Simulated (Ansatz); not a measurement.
Input and command of a plane-wave DFT calculation in Ansatz:

```yaml
crystal:
  lattice:
    - [4.2206532541, 0.0, 0.0]
    - [0.0, 4.2206532541, 0.0]
    - [0.0, 0.0, 4.2206532541]
  atoms:
    - { symbol: Ti, position: [0.0, 0.0, 0.0] }
    - { symbol: As, position: [0.0, 0.5, 0.5] }
    - { symbol: As, position: [0.5, 0.0, 0.5] }
    - { symbol: As, position: [0.5, 0.5, 0.0] }
basis:
  ecutwfc: 420
kpoints:
  mp_grid: { grid: [12, 12, 12] }
hamiltonian:
  xc: pbe
scf:
  occupations: { method: gaussian, width: 0.1 }
output:
  forces: true
  stress: true
  eigenvalues: true
relax:
  adjacent_minimum: "off"
  f_tol: 0.01
  max_steps: 80
  cell: { stress_tol: 0.05 }
```

```bash
ansatz run input.yaml --threads 1 --pin off --max-ram 2560MiB --backend cpu --events-out ev --progress --plain --runs-dir out
```

Processor: AMD EPYC 9B45 (Zen 5), 1 thread, on a host shared with other jobs.

Problem. Estimate time, memory and problem size.

Solution. About 17 s on 1 thread of AMD EPYC 9B45 (Zen 5), on a shared host, peak memory 0.53 GiB. It solves 35 bands at 84 k points (the mesh reduced by the symmetry that the task leaves, which can be less than the crystal's) with about 1365 plane waves (on the last cell), in 32 SCF iterations over 5 ionic steps.
